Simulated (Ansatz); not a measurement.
Ti₃AlC₂:
```cif
data_C4Al2Ti6
_chemical_formula_sum 'Ti6 Al2 C4'
_space_group_name_H-M_alt 'P63/mmc'
_space_group_IT_number 194
_space_group_name_Hall '-P 6c 2c'
_cell_length_a 3.05082
_cell_length_b 3.05082
_cell_length_c 18.49798
_cell_angle_alpha 90.000
_cell_angle_beta 90.000
_cell_angle_gamma 120.000
loop_
_atom_site_label
_atom_site_type_symbol
_atom_site_symmetry_multiplicity
_atom_site_Wyckoff_symbol
_atom_site_fract_x
_atom_site_fract_y
_atom_site_fract_z
_atom_site_occupancy
Ti1 Ti 4 f 0.66667 0.33333 0.12688 1
Ti2 Ti 2 a 0.00000 0.00000 0.00000 1
Al1 Al 2 b 0.00000 0.00000 0.25000 1
C1 C 4 f 0.33333 0.66667 0.06919 1
```

Relaxed at zero pressure with PBEsol (plane waves, PAW; program Ansatz).

**Question.** The volume is lowered by 3 % and shape and atoms relax at that volume. What pressure results, and how do the axes share the change?

**Answer.** 5.4 GPa; a -0.9 %, b -0.9 %, c -1.2 %; the energy rises by 6 meV/atom.

**Question.** Give the new structure.

**Answer.** 
Space group P6₃/mmc (No. 194); a = 3.023 Å, b = 3.023 Å, c = 18.280 Å, α = 90.00°, β = 90.00°, γ = 120.00°

| atom | site | symmetry | x | y | z |
|---|---|---|---|---|---|
| Ti | 4f | 3m. | 0.6667 | 0.3333 | 0.1280 |
| Ti | 2a | -3m. | 0.0000 | 0.0000 | 0.0000 |
| Al | 2b | -6m2 | 0.0000 | 0.0000 | 0.2500 |
| C | 4f | 3m. | 0.3333 | 0.6667 | 0.0696 |

The phase is kept; no other phase was compared at this pressure.

Space group P6_3/mmc. The first step of the workflow began from a Materials Project structure, measured or hypothetical; the Crystallography Open Database files this formula in space group No. 194, but the cells were not matched. Whether it is the stable phase at ambient conditions was not checked. Symmetry was held in the PBEsol relaxation; whether a distortion lowers the energy is not shown. No spin polarisation was allowed.

Potentials: the later of the program's two PAW sets.
